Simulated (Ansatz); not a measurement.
# Sr4LiMn2Cu3S4O4: a ladder of calculations

Cell of run 1: a computed structure from the Materials Project (it need not be an observed phase).

```cif
data_structure
_symmetry_space_group_name_H-M 'P 1'
_symmetry_Int_Tables_number 1
_cell_length_a 9.3141
_cell_length_b 9.3141
_cell_length_c 5.8275
_cell_angle_alpha 90.000
_cell_angle_beta 90.000
_cell_angle_gamma 143.541
_cell_volume 300.42
loop_
_atom_site_label
_atom_site_type_symbol
_atom_site_fract_x
_atom_site_fract_y
_atom_site_fract_z
_atom_site_occupancy
Li1 Li 0.00000 0.00000 0.50000 1
Sr2 Sr 0.09511 0.40887 0.75197 1
Sr3 Sr 0.59113 0.90489 0.24803 1
Sr4 Sr 0.40887 0.09511 0.24803 1
Sr5 Sr 0.90489 0.59113 0.75197 1
Mn6 Mn 0.00000 0.50000 0.25056 1
Mn7 Mn 0.50000 0.00000 0.74944 1
Cu8 Cu 0.50000 0.50000 0.00000 1
Cu9 Cu 0.50000 0.50000 0.50000 1
Cu10 Cu 0.00000 0.00000 0.00000 1
S11 S 0.32692 0.17613 0.75124 1
S12 S 0.82387 0.67308 0.24876 1
S13 S 0.17613 0.32692 0.24876 1
S14 S 0.67308 0.82387 0.75124 1
O15 O 0.75121 0.24879 0.00000 1
O16 O 0.24992 0.75008 0.50000 1
O17 O 0.24879 0.75121 0.00000 1
O18 O 0.75008 0.24992 0.50000 1
```

Sites (sets of like atoms) are named by element and the number of their first atom in this list.

All runs are DFT with Ansatz 0.2.0 (plane waves and PAW, scalar-relativistic unless spin–orbit coupling is named, Γ-centred meshes, Fermi–Dirac smearing where given) in this cell. Start moments of run 1 as typed (μB): 5 on each Mn, none on the rest. Antiparallel start moments (μB): 0 0 0 0 0 -5 5 0 0 0 0 0 0 0 0 0 0 0 by atom.

Run 1: PBE, parallel start moments, atoms as given; 420 eV, 6×6×6 k-points, smearing 0.05 eV.
Run 2: PBE, antiparallel start moments, atoms as given; 420 eV, 6×6×6 k-points, smearing 0.05 eV.
Run 3: PBE+U, antiparallel start moments, atoms as given; 420 eV, 6×6×6 k-points, smearing 0.05 eV (U = 4.9 eV on Mn d).

(1) What does each run give, and what moves the gradients most?

Results:

(1) 

```
run   Mn V_zz (η)  O15 V_zz (η)  O16 V_zz (η)  absolute moment (μB)
  1   9.21 (0.00)   4.32 (0.58)   4.30 (0.62)                   9.1
  2  14.81 (0.00)  -2.81 (0.68)  -2.87 (0.61)                   9.0
  3  15.35 (0.00)  -2.28 (0.50)  -2.35 (0.42)                   9.6
```

V_zz in 10²¹ V/m²; 3 of the 9 sets of like atoms are followed. Against run 1, the gradient tensors on these sites move by at most 5.60 in run 2 (Mn), 6.14 in run 3 (Mn). Taken one at a time, the magnetic start moves the tensors on these sites by up to 5.60 (largest principal value of the change, on Mn), the Hubbard term by 0.65 (O15). On some sites the largest principal value moves to another axis from run to run, and the sign of V_zz can flip with it.

Semilocal functionals can leave a metal where correlation in the d or f shell opens a gap in the real compound, and that would change the values at and beside Cu and Mn. The magnetic order is the one that the run reached from its start moments, not necessarily the measured one. For run 1: All moments are parallel here, as the start or the cell imposes; many such compounds order antiparallel, where fields and spin densities carried over to other atoms largely cancel. In runs 1, 2 there is no gap above 0.1 eV, so the gradients can move by 10 % or more with the k-mesh.
